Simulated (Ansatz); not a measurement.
NbSi₂:
Space group P6₂22 (No. 180); a = b = 4.769 Å, c = 6.571 Å, α = β = 90.00°, γ = 120.00°

| atom | site | symmetry | x | y | z |
|---|---|---|---|---|---|
| Nb | 3d | 222 | 0.5000 | 0.0000 | 0.5000 |
| Si | 6j | ..2 | 0.3190 | 0.1595 | 0.1667 |

Relaxed at zero pressure with PBEsol in the plane-wave PAW code Ansatz.

Q: The volume is raised by 6 % and shape and atoms relax at that volume. What pressure results, and how do the axes share the change?

A: -9.5 GPa; a 2.2 %, b 2.2 %, c 1.5 %; the energy rises by 27 meV/atom.

Q: Give the new structure.

A: 
Space group P6₂22 (No. 180); a = 4.8730 Å, b = 4.8730 Å, c = 6.6720 Å, α = 90.00°, β = 90.00°, γ = 120.00°

| atom | site | symmetry | x | y | z |
|---|---|---|---|---|---|
| Nb | 3d | 222 | 0.5000 | 0.0000 | 0.5000 |
| Si | 6j | ..2 | 0.3185 | 0.1592 | 0.1667 |

The phase is kept; no other phase was compared at this pressure.

Space group P6_222. The PBEsol relaxation kept the symmetry of its start; of distortions, only those at the zone centre were tested. The run is not spin-polarised.

Potentials: the later of the program's two PAW sets.
